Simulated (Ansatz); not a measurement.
## Property card for S

S (simple cubic, Pm-3m), a = b = c = 2.570 Å, α = β = γ = 90.00°.

Space group Pm-3m (No. 221), simple cubic; conventional cell a = b = c = 2.570 Å, α = β = γ = 90.00°.

Method: plane-wave PAW r²SCAN (Ansatz code). The cell and atoms are relaxed at this level. Other levels are named where they apply.

### Cell and energy

```yaml
volume_per_atom: 16.98 Å³
density: 3.14 g/cm³
```

### Electronic structure

```yaml
electronic_character: metallic (no gap)
Density of states at the Fermi level: 0.45 states/eV per atom (mean over ±0.08 eV)
```

### Mechanics

```yaml
Bulk modulus (Birch–Murnaghan fit): 91.2 GPa
Pressure derivative B′: 3.9
Elastic constants (relaxed ions, GPa): C11 = 129, C12 = 72.0, C44 = 12.6
mechanical_stability: stable (all eigenvalues of C positive)
hill_bulk_and_shear_moduli: 91.1 and 17.6 GPa
Young's modulus: 49.6 GPa
Poisson's ratio: 0.41
debye_temperature_from_the_elastic_constants: 311 K
```

The cell is a constructed one: a structure type filled with these elements; neither database checked (COD, Materials Project) lists it. It is not the phase usual at ambient conditions (space group No. 70). The r²SCAN relaxation kept the symmetry of its start; its stability against distortions is not shown here. As this level gives no gap, shear constants depend on the k-mesh and smearing (Fermi–Dirac, 0.1 eV here).

Potentials: the later of the program's two PAW sets.
